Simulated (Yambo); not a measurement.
A BSE run in Yambo for Ba2RuH6 (space group Fm-3m, No. 225) (PBEsol bands; 6×6×6 mesh, 6 valence and 9 conduction bands, static screening with 69 bands and a 3 Ry block, scissor 1.01 eV, Tamm-Dancoff; field along x) gives:

```
state  energy (eV)  states within 2 meV  relative strength  class
-----  -----------  -------------------  -----------------  -----
1             2.08                    3             < 0.01   dark
2             2.38                    3             < 0.01   dark
3             2.61                    2             < 0.01   dark
4             2.64                    1             < 0.01   dark
5             2.65                    3             < 0.01   dark
```

Q: What changes when the window shrinks to 6 valence and 3 conduction bands?

A: The lowest state goes from 2.080 eV to 2.138 eV, and its distance below the direct gap from 0.903 eV to 0.846 eV. These are vertical excitations (zero momentum); the indirect quasiparticle gap, about 2.72 eV, is smaller than the direct one (2.98 eV on the GW mesh). The scissor comes from a G0W0 run whose convergence isn't established.

Spin-orbit coupling is not included.

Geometry of the Materials Project entry, not relaxed at this level; primitive cell a = b = c = 5.7044 Å, α = β = γ = 60.00°.

The structure is a Materials Project entry; no match was found in the copy of COD used, and its stability was not checked.
